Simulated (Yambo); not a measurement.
A G0W0@PBEsol run in Yambo for BaCu₂S₂ (space group I4/mmm, No. 139) (4×4×4 Γ-centred k mesh, bands 9 to 116 and a 6 Ry block in the screening, 116 bands in G with the Bruneval-Gonze terminator, plasmon pole fitted at 27.2 eV) gives these matrix elements, in eV, at the band edges (Γ → Γ):

```csv
state,E0,<Vxc>,<Σx>,<Σc(E0)>,Z
valence edge,0.000,-22.947,-27.688,4.254,0.752
conduction edge,0.441,-9.478,-5.349,-3.901,0.814
```

Task: Solve the linearised quasiparticle equation for both states, give the gap, and say how exchange and correlation each act on it.

Result: E = E0 + Z(Σx + Σc − Vxc). Valence: 0.000 + 0.752 × (-27.688 + (4.254) − (-22.947)) = -0.37 eV. Conduction: 0.441 + 0.814 × (-5.349 + (-3.901) − (-9.478)) = 0.63 eV. The gap is 0.99 eV, against 0.44 eV in PBEsol. Replacing Vxc by bare exchange alone would open it by 8.87 eV; correlation takes back 8.16 eV of that, and Z scales what is left. Convergence of the G0W0 settings was not tested. The filled Cu 3d shell has no Hubbard U; semilocal functionals place it too high.

Geometry of the Materials Project entry, not relaxed at this level; primitive cell a = b = c = 6.9006 Å, α = β = 147.15°, γ = 47.14°.

The structure is a Materials Project entry; no match was found in the copy of COD used, and its stability was not checked.
